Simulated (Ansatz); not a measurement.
CaF2:
Space group P6₃/mmc (No. 194); a = b = 3.6394 Å, c = 7.2294 Å, α = β = 90.00°, γ = 120.00°

```
atom  site  symmetry       x       y       z
----  ----  --------  ------  ------  ------
Ca      2c      -6m2  0.3333  0.6667  0.2500
F       4f       3m.  0.6667  0.3333  0.0921
```

Relaxed with r²SCAN.

Question: Tabulate the valence density and the electron localisation function along the shortest Ca–F contact (2.39 Å), DFT-r²SCAN in the program Ansatz with PAW potentials.

Answer: 

| distance from Ca (Å) | density (e/Å³) | ELF |
|---|---|---|
| 0.24 | 6.14 | 0.79 |
| 0.36 | 5.23 | 0.83 |
| 0.48 | 4.01 | 0.85 |
| 0.60 | 2.73 | 0.85 |
| 0.72 | 1.65 | 0.81 |
| 0.84 | 0.89 | 0.68 |
| 0.96 | 0.46 | 0.35 |
| 1.08 | 0.27 | 0.09 |
| 1.20 | 0.21 | 0.05 |
| 1.32 | 0.24 | 0.12 |
| 1.43 | 0.36 | 0.41 |
| 1.55 | 0.61 | 0.68 |
| 1.67 | 1.11 | 0.78 |
| 1.79 | 2.12 | 0.81 |
| 1.91 | 4.07 | 0.80 |
| 2.03 | 7.12 | 0.73 |
| 2.15 | 10.68 | 0.62 |

The density is the valence pseudo-density with augmentation charge, so density and ELF within about 1 Å of a nucleus are not all-electron values.

Space group P6_3/mmc. The start of the workflow was typed in or built on a structure type; neither database checked (COD, Materials Project) lists it. It is not the phase usual at ambient conditions (space group No. 225). The r²SCAN relaxation kept the symmetry of its start; its stability against distortions is not shown here.

Potentials: the earlier of the program's two PAW sets.
